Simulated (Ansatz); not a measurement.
ZnCu (CsCl type)

```xyz
4
Lattice="5.9276 0.0000 0.0000 2.9638 2.9638 0.0000 2.9638 0.0000 2.9638" Properties=species:S:1:pos:R:3 pbc="T T T"
Zn     0.0000     0.0000     0.0000
Zn     2.9638     0.0000     0.0000
Cu     7.4096     1.4819     1.4819
Cu     4.4457     1.4819     1.4819
```

A phonon eigenvector at R = (0.5, 0.5, 0.5) is frozen into this cell: atom i moves by Q times the vector below, so Q is the largest atomic displacement, in Å. The cell is held. It is one choice among 3 degenerate patterns. (q is in reciprocal vectors of the primitive cell; the cell shown is doubled to hold the pattern.)

```tsv
atom	x	y	z
Zn1	0.000	0.000	1.000
Zn2	0.000	0.000	-1.000
```

Atoms not listed stay in place.

Computed with PBE (plane waves to 420 eV, PAW, scalar-relativistic; Ansatz, a first-principles code). k mesh 16×16×16 (Γ-centred), Fermi-Dirac smearing 0.05 eV. E stands for the smeared free energy. With partly filled bands, energies and forces of such displacements shift with the k mesh and the smearing. ZnCu is run without spin polarisation. ZnCu was relaxed with its symmetry unable to fall. The zero of ΔE is the undisplaced structure. The last digit holds for this mesh only.

```
Q (Å)    ΔE (meV/cell)
-------  -------------
-0.2800          548.6
-0.2333          363.0
-0.1867       withheld
-0.1400          122.9
-0.0933           53.7
-0.0467           13.3
0.0000             0.0
0.0467            13.3
0.0933            53.7
0.1400           122.9
0.1867        withheld
0.2333           363.0
0.2800           548.6
```

### Question
Fit an even polynomial form (powers 2, 4, 6) to the given rows and predict ΔE at Q = -0.1867.

### Answer
Least squares on the 11 given rows: ΔE = (6088)·Q² + (8577)·Q⁴ + (38520)·Q⁶, in meV/cell with Q in Å; root-mean-square residual 0.02 meV/cell. At -0.1867 the fit gives 224.3 meV/cell; the calculation gives 224.1 meV/cell, so the interpolation is off by 0.2 (+0.1 %). The quadratic term alone would give 212.2 meV/cell.

(A displaced cell: forces are minus the slopes of the energy, force constants its curvatures, and phonons follow from these.)
